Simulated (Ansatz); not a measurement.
**Question.** Name crystals whose computed values (plane-wave PAW r²SCAN (Ansatz code)) fall in these windows: B₀ by P(V) fit (GPa) 49 to 65; electron conductivity mass (mₑ) 0.25 to 0.37; HSE06 gap (eV) 1.8 to 2.3.

**Answer.** 

| crystal | B₀ by P(V) fit (GPa) | electron conductivity mass (mₑ) | HSE06 gap (eV) |
|---|---|---|---|
| Sr4P2O, I4/mmm (Sr on 4e, Sr on 4c, P on 4e, O on 2b) | 54.4 | 0.31 | 1.93 |
Others may fit too.

Standing as an ambient phase not checked: Sr4P2O, I4/mmm (Sr on 4e, Sr on 4c, P on 4e, O on 2b). The cell was relaxed under the symmetry of its start. Spin–orbit coupling is left out wherever it is not named.

Potentials: the earlier of the program's two PAW sets. The files were generated under PBE; for other functionals the program regenerates the frozen cores, and for LDA and PBEsol the local potential too.
